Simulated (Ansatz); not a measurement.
# MoIr4: start and end of a relaxation

A trial structure of MoIr4 was built thus: random cell by space group and Wyckoff sites (P6/mmm, No. 191). Lengths were set from tabulated atomic sizes, so they are only a guess.

start.cif

```cif
data_structure
_symmetry_space_group_name_H-M 'P6/mmm'
_symmetry_Int_Tables_number 191
_cell_length_a 4.7959
_cell_length_b 4.7959
_cell_length_c 4.1374
_cell_angle_alpha 90.000
_cell_angle_beta 90.000
_cell_angle_gamma 120.000
_cell_volume 82.41
loop_
_atom_site_label
_atom_site_type_symbol
_atom_site_symmetry_multiplicity
_atom_site_Wyckoff_symbol
_atom_site_fract_x
_atom_site_fract_y
_atom_site_fract_z
_atom_site_occupancy
Mo1 Mo 1 a 0.00000 0.00000 0.00000 1
Ir1 Ir 2 c 0.33333 0.66667 0.00000 1
Ir2 Ir 2 d 0.33333 0.66667 0.50000 1
```

Computed with Ansatz 0.2.0, DFT PBE, scalar-relativistic, plane waves, PAW. Cutoff 420 eV, Gaussian smearing, Γ-centred meshes. Cell and atoms relax first on a coarse mesh and then on a finer one. In between, the cell is made exact in the group found at 0.06 Å. In metals the finer mesh still leaves noise of several meV/atom or more. The steps can't lower the symmetry of their start. No spin polarisation in the relaxation; trial moments died out in a coarse test.

end.cif

```cif
data_structure
_symmetry_space_group_name_H-M 'P6/mmm'
_symmetry_Int_Tables_number 191
_cell_length_a 4.5036
_cell_length_b 4.5036
_cell_length_c 5.1284
_cell_angle_alpha 90.000
_cell_angle_beta 90.000
_cell_angle_gamma 120.000
_cell_volume 90.08
loop_
_atom_site_label
_atom_site_type_symbol
_atom_site_symmetry_multiplicity
_atom_site_Wyckoff_symbol
_atom_site_fract_x
_atom_site_fract_y
_atom_site_fract_z
_atom_site_occupancy
Mo1 Mo 1 a 0.00000 0.00000 0.00000 1
Ir1 Ir 2 c 0.33333 0.66667 0.00000 1
Ir2 Ir 2 d 0.33333 0.66667 0.50000 1
```

The symmetry stays P6/mmm (No. 191). The volume per atom grows by 9.3 %, from 16.5 to 18.0 Å³. The shortest distance goes from 2.07 Å (Ir–Ir) to 2.56 Å (Ir–Ir). The ratio c/a of the conventional cell changes by a factor of 1.32. The energy falls by about 1.6 eV/atom (the start's value is from the coarse mesh).

For MoIr4, the volume per atom is 18.02 Å³ and the density is 15.94 g/cm³. The formation energy is +0.94 eV/atom and the gap on the 12×12×8 mesh of the 5-atom cell is 0 eV (a metal).

The zero of energy is the elements' standard structures at the same level; no fitted shifts are applied. It can't be a ground state, since the elements alone are lower.

The last run used Gaussian smearing of 0.10 eV. Spin–orbit coupling, which can matter for Ir, is left out. Symmetry constrained the relaxation, so the result can be a saddle point. In all, the 3 runs took 4.4 min on 1 thread of Intel(R) Xeon(R) Processor @ 2.50GHz (Skylake/Cascade Lake) (shared host).
